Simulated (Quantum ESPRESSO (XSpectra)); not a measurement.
# The core hole at the Ge K edge of TiGe2 (Fddd)

```cif
data_Ge4Ti2
_chemical_formula_sum 'Ti2 Ge4'
_space_group_name_H-M_alt 'P 1'
_space_group_IT_number 1
_cell_length_a 6.14396
_cell_length_b 5.04899
_cell_length_c 4.98786
_cell_angle_alpha 75.486
_cell_angle_beta 52.708
_cell_angle_gamma 51.806
loop_
_space_group_symop_operation_xyz
  'x, y, z'
loop_
_atom_site_label
_atom_site_type_symbol
_atom_site_fract_x
_atom_site_fract_y
_atom_site_fract_z
_atom_site_occupancy
Ti1 Ti 0.75000 0.75000 0.75000 1
Ti2 Ti 0.50000 0.50000 0.50000 1
Ge1 Ge 0.08263 0.41737 0.08263 1
Ge2 Ge 0.41737 0.08263 0.41737 1
Ge3 Ge 0.16737 0.83263 0.16737 1
Ge4 Ge 0.83263 0.16737 0.83263 1
```

Geometry: Materials Project entry mp-567889 (a computed structure). No spin-polarised start was tried. The cell is the entry's, not relaxed again.

Absorber: atom 3, Ge on Wyckoff site f (site symmetry .2.), with 2 Ti at 2.62 Å, 2 Ge at 2.63 Å, 1 Ti at 2.87 Å, 1 Ge at 2.88 Å, 2 Ge at 2.89 Å, 2 Ti at 2.90 Å.

Model: LDA, no, half or full core hole, dipole K-edge X-ray absorption, plane waves, Troullier-Martins potentials made with ld1.x and PseudoDojo potentials for the other elements (Perdew-Zunger form enforced), scalar-relativistic, no spin, constant broadening; program: Quantum ESPRESSO (XSpectra).

Full-hole run: 24-atom cell (absorber images 7.9 Å apart), 67 Ry, k meshes 4×4×4 (SCF) and 4×4×4 (spectrum), Lorentzian half width 1.5 eV. The ground-state test found no gap over 0.25 eV with this functional, so the cell is neutral with smeared occupations; energies count from the Fermi level. Field directions run: x; y; z, weighted by the site's symmetry in the crystal. Intensities are scaled to a mean of 1 over 0–35 eV.

The half-hole run shares these settings; the run without a hole takes the primitive cell with a 6×6×6 mesh.

```tsv
core hole	mean 0–10 eV	mean 10–20 eV	mean 20–30 eV	highest value below 30 eV
none (primitive cell)	1.15	0.97	0.92	1.6
half	1.21	0.94	0.91	1.6
full	1.24	0.93	0.91	1.6
```

From no hole to a full hole the mean over the first 10 eV goes from 1.15 through 1.21 to 1.24. The cell size was not varied. Each run counts from its own energy zero.
